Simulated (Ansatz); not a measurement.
MoS2 with phosphorus replacing Mo, one structure, two calculations

Cell: a supercell of MoS2 (space group P6_3/mmc) built from a COD entry, with the ions relaxed around the defect (PBE).

Space group P-6m2 (No. 187); a = 9.5070, c = 12.3240 Å, γ = 120.00°.

| site | Wyckoff | site symmetry | x | y | z |
| --- | --- | --- | --- | --- | --- |
| P | 1a | -6m2 | 0.0000 | 0.0000 | 0.0000 |
| Mo2 | 6l | m.. | 0.0009 | 0.3403 | 0.0000 |
| Mo6 | 1c | -6m2 | 0.3333 | 0.6667 | 0.0000 |
| Mo8 | 1e | -6m2 | 0.6667 | 0.3333 | 0.0000 |
| Mo10 | 3k | mm2 | 0.1111 | 0.8889 | 0.5000 |
| Mo12 | 3k | mm2 | 0.1110 | 0.5555 | 0.5000 |
| Mo14 | 3k | mm2 | 0.4443 | 0.2222 | 0.5000 |
| S19 | 2g | 3m. | 0.0000 | 0.0000 | 0.3735 |
| S20 | 12o | 1 | 0.0000 | 0.3333 | 0.3734 |
| S24 | 2h | 3m. | 0.3333 | 0.6667 | 0.3736 |
| S26 | 2i | 3m. | 0.6667 | 0.3333 | 0.3735 |
| S28 | 6n | .m. | 0.1096 | 0.8904 | 0.8797 |
| S30 | 6n | .m. | 0.1135 | 0.5568 | 0.8709 |
| S32 | 6n | .m. | 0.4440 | 0.2220 | 0.8736 |

One atom of each set is listed.

First run. All values are calculated (Ansatz; DFT, PBE, plane waves and PAW, scalar-relativistic, 420 eV cutoff, Γ-centred 3×3×2 k-points, Fermi–Dirac smearing 0.01 eV, cell charge +1), not measured.

```csv
site,V_zz (10²¹ V/m²),η
P,-1.64,0.00
Mo2,-8.87,0.46
Mo6,-7.35,0.00
Mo8,-8.40,0.00
Mo10,-7.29,0.00
Mo12,-7.27,0.00
Mo14,-7.20,0.01
S19,-5.29,0.00
S20,-5.02,0.00
S24,-4.98,0.00
S26,-5.02,0.00
S28,-6.21,0.80
S30,-4.48,0.22
S32,-5.76,0.19
```

Second run. The same atoms and settings, except that the functional is r2SCAN and the cutoff is 500 eV.

Task: What does the second run give?

Result: 

| site | V_zz | η | change of V_zz |
| --- | --- | --- | --- |
| P | -1.61 | 0.00 | +0.03 |
| Mo2 | -9.20 | 0.41 | -0.33 |
| Mo6 | -7.44 | 0.00 | -0.09 |
| Mo8 | -8.58 | 0.00 | -0.18 |
| Mo10 | -7.38 | 0.00 | -0.09 |
| Mo12 | -7.36 | 0.00 | -0.09 |
| Mo14 | -7.29 | 0.01 | -0.09 |
| S19 | -5.37 | 0.00 | -0.08 |
| S20 | -5.10 | 0.00 | -0.08 |
| S24 | -5.08 | 0.00 | -0.10 |
| S26 | -5.10 | 0.00 | -0.08 |
| S28 | -6.47 | 0.86 | -0.26 |
| S30 | -4.55 | 0.20 | -0.07 |
| S32 | -5.85 | 0.19 | -0.09 |

The largest change of V_zz is on Mo2, from -8.87 to -9.20. In per cent, |V_zz| changes by +1 to +4 on Mo, +1 to +4 on S (all sites that start above 2).

The run isn't spin-polarised, and a state with spin may lie lower. The defect repeats with the cell of 54 atoms, so it feels its images: sites between two images don't show the values beside a lone defect, and zeros or small values of η there can come from the images' arrangement. Mo and S carry a gradient in the pure host already, so the values there aren't the defect's effect alone. The relaxation keeps the site symmetry -6m2 of the start, so the impurity can't leave its site; a distortion that would localise the partly filled state isn't explored. A uniform background compensates the cell's charge. The defect cell has no gap above 0.1 eV on its mesh, so the values can hang on the smearing and the k-mesh. Without spin–orbit coupling (the program notes it for Mo) the gradients can shift somewhat, as the gap is small.
